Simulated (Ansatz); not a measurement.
SnPt3 (Cu3Au type, Pm-3m) under volume change, DFT-PBEsol in the program Ansatz with PAW potentials, scaled uniformly.

| V (Å³/atom) | E − E(relaxed) (meV/atom) | P (GPa) |
|---|---|---|
| 14.628 | 113.9 | 27.84 |
| 15.110 | 47.3 | 16.77 |
| 15.593 | 11.1 | 7.59 |
| 16.075 | 0.0 | 0.00 |
| 16.557 | 9.7 | -6.27 |
| 17.039 | 36.6 | -11.43 |
| 17.522 | 77.6 | -15.67 |

Task: What does a third-order Birch–Murnaghan fit give for V₀, B₀ and B′?

Result: V₀ = 16.08 Å³/atom, B₀ = 229 GPa, B′ = 5.4.

The workflow started from a Materials Project entry (that database holds measured and hypothetical structures alike); the Crystallography Open Database files this formula in space group No. 221, but the cells were not matched. Its standing as an ambient phase is unchecked. The cell was relaxed with PBEsol under the symmetry of its start; of distortions, only those at the zone centre were tested. The run is not spin-polarised. Scalar-relativistic: spin–orbit coupling is off unless named, which matters more the heavier the elements.

Potentials: the later of the program's two PAW sets.
